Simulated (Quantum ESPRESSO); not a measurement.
**Solid-state NMR card for AgI**

```
AgI
1.0
    0.00000     3.28210     3.28210
    3.28210     0.00000     3.28210
    3.28210     3.28210     0.00000
Ag I
1 1
Direct
  0.00000   0.00000   0.00000
  0.75000   0.75000   0.75000
```
The geometry is a computed Materials Project entry, not a measured one. It is AgI in F-43m. Stability against distortions was not tested. The run has no spin polarisation.

Shieldings are absolute and leave out the bulk-susceptibility term; a larger σ means a smaller chemical shift. In our sweeps, cutoffs and meshes of this size left a few ppm, and up to some 20 ppm on atoms from Zn on. No spin–orbit coupling; I is the heaviest element present. No d partial waves on I: the paramagnetic term there is incompletely reconstructed.

Problem. What do the calculations give at each independent site (shieldings by GIPAW with PBE in a modified build of Quantum ESPRESSO, on JTH PAW datasets, 20 Ha, k-mesh 7×7×7 shifted, f-sum rule met within 0.001 %)?

Solution. 
```
site         site symmetry  σ_iso (ppm)
-----------  -------------  -----------
Ag (atom 1)           -43m         2762
I (atom 2)            -43m         5019
```
